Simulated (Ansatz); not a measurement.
Relaxed-ion elastic tensor of SrHfO₃ in space group P4mm (No. 99; Sr on 1b, Hf on 1a, O on 2c, O on 1a) in GPa (Voigt order), plane-wave PAW LDA (Ansatz code); density 7.72 g/cm³, 13.51 Å³ per atom.

```json
[
 {"": "1", "1": "343", "2": "90.1", "3": "99.8", "4": "0.0", "5": "0.0", "6": "0.0"},
 {"": "2", "1": "90.1", "2": "343", "3": "99.8", "4": "0.0", "5": "0.0", "6": "0.0"},
 {"": "3", "1": "99.8", "2": "99.8", "3": "273", "4": "0.0", "5": "0.0", "6": "0.0"},
 {"": "4", "1": "0.0", "2": "0.0", "3": "0.0", "4": "52.9", "5": "0.0", "6": "0.0"},
 {"": "5", "1": "0.0", "2": "0.0", "3": "0.0", "4": "0.0", "5": "52.9", "6": "0.0"},
 {"": "6", "1": "0.0", "2": "0.0", "3": "0.0", "4": "0.0", "5": "0.0", "6": "83.7"}
]
```

Task: Is the crystal mechanically stable?

Result: Yes: the smallest eigenvalue of C is 52.9 GPa.

Task: Work out the Voigt, Reuss and Hill averages.

Result: K_V = 171, K_R = 169, K_H = 170; G_V = 82.5, G_R = 73.4, G_H = 77.9 GPa.

Task: Give Young's modulus, Poisson's ratio, Pugh's ratio and the universal anisotropy index.

Result: E = 9KG/(3K + G) = 203 GPa; ν = 0.30; K/G = 2.18 (ductile by the Pugh limit of 1.75); A_U = 5G_V/G_R + K_V/K_R − 6 = 0.63.

Task: Estimate the sound speeds and the Debye temperature.

Result: v_l = √((K + 4G/3)/ρ) = 5960 m/s, v_t = √(G/ρ) = 3180 m/s, mean 3550 m/s; Θ = (h/k)(3n/4πV)^(1/3) v_m = 444 K.

Task: How much does each axis shrink under pressure?

Result: Linear compressibilities β_i = Σ_j S_ij (j = 1 to 3): x 1.8, y 1.8, z 2.4 per TPa.

The workflow started from a Materials Project entry (that database holds measured and hypothetical structures alike); the Crystallography Open Database copy checked does not list it. COD files the formula under space group No. 62, 63, 221, so this cell is another polymorph or a model. Its standing as an ambient phase is unchecked. The LDA relaxation kept the symmetry of its start. At this level the phase is dynamically unstable (imaginary phonons). The run is not spin-polarised. Scalar-relativistic: spin–orbit coupling is off unless named, which matters more the heavier the elements.

Potentials: the later of the program's two PAW sets.
